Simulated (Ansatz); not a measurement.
**Structure types of In at a series of pressures**

All-electron LAPW in Ansatz 0.2.0 under LDA, scalar-relativistic, energies extrapolated to zero smearing, no spin–orbit coupling; spin polarisation is left out. At each pressure a set of structure types was relaxed with symmetry kept. The table gives H = E + pV above the lowest type of that row in meV/atom (up to 5 of noise); a dash means not tried or turned into another type. Real phases may be missing from the set: fcc wasn't tried throughout, and may lie lower. k spacings are near 0.17 to 0.21 Å⁻¹, smearing 0.05 to 0.1 eV.

Question: Among hcp, bcc, simple hexagonal, sc, beta tin, omega, which leads at 0.33, 5, 90, 190, 410 GPa?

Answer: hcp or bcc at 0.33 GPa; hcp or bcc at 5 GPa; hcp at 90 GPa; hcp at 190 GPa; hcp at 410 GPa.

| p (GPa) | V of the lowest (Å³/atom) | hcp | bcc | simple hexagonal | sc | beta tin | omega |
| --- | --- | --- | --- | --- | --- | --- | --- |
| 0.33 | 24.64 | 0 | 6 | 26 | 75 | 44 | – |
| 5 | 22.80 | 0 | 8 | 38 | – | 66 | – |
| 90 | 14.94 | 0 | 62 | – | 555 | 353 | 101 |
| 190 | 12.53 | 0 | 88 | 421 | 945 | – | 161 |
| 410 | 10.24 | 0 | 130 | 751 | 1634 | – | 250 |
